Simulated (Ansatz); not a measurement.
**What a change of settings does: CdF2**

First run: DFT, LDA, PAW with Ansatz's default frozen-core files, scalar-relativistic (Ansatz 0.2.0).

Command: `ansatz run input.yaml --threads 1 --pin off --max-ram 3072MiB --backend cpu --events-out ev --progress --plain --runs-dir out` It took 3.3 s on 1 thread of Arm Neoverse V2, on a shared host, peak memory 0.34 GiB.

```yaml
crystal:
  lattice:
    - [0.0, 2.694, 2.694]
    - [2.694, 0.0, 2.694]
    - [2.694, 2.694, 0.0]
  atoms:
    - { symbol: Cd, position: [0.0, 0.0, 0.0] }
    - { symbol: F, position: [0.25, 0.25, 0.25] }
    - { symbol: F, position: [0.75, 0.75, 0.75] }
kpoints:
  mp_grid: { grid: [9, 9, 9] }
  band_path:
    path:
      - [0.0, 0.0, 0.0]
      - [0.5, 0.0, 0.5]
      - [0.625, 0.25, 0.625]
      - [0.375, 0.375, 0.75]
      - [0.0, 0.0, 0.0]
      - [0.5, 0.5, 0.5]
      - [0.5, 0.25, 0.75]
      - [0.5, 0.0, 0.5]
    npoints: 6
scf:
  occupations: { method: fermi_dirac, width: 0.03 }
hamiltonian:
  xc: lda
  pseudopotentials: { kind: paw }
output:
  forces: true
  stress: true
  eigenvalues: true
  efg: { contact_densities: true }
  populations: true
```

The base volume is that of a database entry, so it needn't be at zero pressure; the structure needn't be the stable phase, at rest or compressed.

This run: the series' base cell.

It converges in 6 SCF iterations at a pressure of -5.70 GPa, cutoff 420 eV.

The input is then changed:

```diff
 kpoints:
-  mp_grid: { grid: [9, 9, 9] }
+  mp_grid: { grid: [4, 4, 4] }
   band_path:
   populations: true
+  write_density: true
+  write_potential: true
+  elf: true
+  volumetric_format: npy
+accuracy: high
```

Problem. What does the second run give?

Solution. It converges in 7 SCF iterations at a pressure of -5.70 GPa, cutoff 420 eV, free energy +0.4 meV/atom against the first run's. The settings are coarser than usual, but the energy hardly moved.
